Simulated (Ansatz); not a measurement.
A relaxed cell of In₃GaP₄ is given with its symmetry left out. The cell was found from a structure generator's guess, not taken from experiment.

The calculation used Ansatz, DFT PBE, scalar-relativistic, plane waves, PAW. Cutoff 420 eV, Γ-centred mesh, Gaussian smearing, no spin polarisation.

```
CELL_PARAMETERS angstrom
4.12683 0.00000 0.00000
0.00000 4.12683 0.00000
0.00000 0.00000 11.73978
ATOMIC_POSITIONS crystal
In 0.00000 0.00000 0.74086
In 0.50000 0.50000 0.00000
In 0.00000 0.00000 0.25914
Ga 0.50000 0.50000 0.50000
P 0.50000 0.00000 0.87040
P 0.00000 0.50000 0.12960
P 0.50000 0.00000 0.38955
P 0.00000 0.50000 0.61045
```

Formation energies are uncorrected and refer to the elements' standard structures at the same level. The references include black phosphorus.

Question: What space group does it have?

Answer: P-4m2 (No. 115), with In and Ga ordered on zinc blende sites. Conventional cell: a = 4.127 Å, c = 11.740 Å. In on a site of symmetry 2mm has 4 P at 2.56–2.57 Å; In on a site of symmetry -4m2 is surrounded by 4 P at 2.56 Å; around Ga lie 4 P at 2.44 Å; around P on its first site lie 4 In at 2.56 Å; 1 more site not described.

Question: How far does it lie from the elements in energy?

Answer: −0.273 eV/atom. A negative formation energy is needed for stability but isn't enough: competing phases decide.

Question: Is it a metal?

Answer: No, the gap on the 10×10×4 mesh is 0.57 eV.

The last run used a 10×10×4 mesh (in the run's order of axes) for its 8-atom cell and Gaussian smearing of 0.02 eV. Kohn–Sham gaps at this level usually fall short of measured ones. The reference form of P is held partly by dispersion forces, which this level lacks. A structure relaxed within its symmetry needn't be a true minimum.
